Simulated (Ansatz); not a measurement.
BaAl2Ge2 in space group I4/mmm (No. 139; Ge on 4e, Ba on 2a, Al on 4d) at seven volumes, DFT-PBEsol in the program Ansatz with PAW potentials, shape and atoms relaxed at each. One row is withheld.

```json
[
 {"V (Å³/atom)": "20.465", "P (GPa)": "5.66"},
 {"V (Å³/atom)": "21.140", "P (GPa)": "3.44"},
 {"V (Å³/atom)": "21.814", "P (GPa)": "1.56"},
 {"V (Å³/atom)": "22.489", "P (GPa)": "0.00"},
 {"V (Å³/atom)": "23.164", "P (GPa)": "?"},
 {"V (Å³/atom)": "23.838", "P (GPa)": "-2.37"},
 {"V (Å³/atom)": "24.513", "P (GPa)": "-3.28"}
]
```

Q: Fit the shown pressures and predict the withheld one.

A: P = (3/2)B₀(x^(7/2) − x^(5/2))[1 + (3/4)(B′ − 4)(x − 1)] with x = (V₀/V)^(2/3). Least squares on the six rows gives V₀ = 22.492 Å³/atom, B₀ = 47.3 GPa, B′ = 5.02. At V = 23.164, x = 0.9806 and P = -1.29 GPa. The run itself gave -1.28 GPa.

The workflow started from an entry of the Crystallography Open Database (COD), which files this formula under 2 space groups. Whether it is the stable phase at ambient conditions was not checked. Symmetry was held in the PBEsol relaxation; its stability against distortions is not shown here. Scalar-relativistic: spin–orbit coupling is off unless named, which matters more the heavier the elements.

Potentials: the later of the program's two PAW sets.
